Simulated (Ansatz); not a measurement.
YN (rock salt, space group No. 225), DFT-PBEsol in the program Ansatz with PAW potentials. The conduction-band minimum lies at X, with 3 equivalent valleys. Second derivatives d²E/dk² of the lowest band at one valley (eV·Å²), along Cartesian directions:

```tsv
direction	d²E/dk²
[100]	5.981
[010]	90.45
[001]	90.45
[110]	48.29
[101]	48.29
[011]	90.41
```

Question: Find the principal effective masses, the density-of-states mass and the conductivity mass.

Answer: Off-diagonal terms follow from H_xy = H[110] − (H_xx + H_yy)/2, and m*/mₑ = 7.620 eV·Å² over each eigenvalue: 0.084, 0.084, 1.3. One valley's DOS mass (m₁m₂m₃)^(1/3) = 0.21, conductivity mass 3/(Σ 1/mᵢ) = 0.12 mₑ.

Question: What effective density of states Nc follows at 300 K for parabolic valleys?

Answer: Nc = 2.509e19 × 3 × (0.21)^(3/2) ≈ 7.2e18 cm⁻³.

Space group Fm-3m (rock salt). The PBEsol relaxation kept the symmetry of its start. No spin polarisation was allowed. Spin–orbit coupling is left out wherever it is not named.

Potentials: the later of the program's two PAW sets.

Edges and masses are those of Kohn–Sham bands, whose gap is no quasiparticle gap.
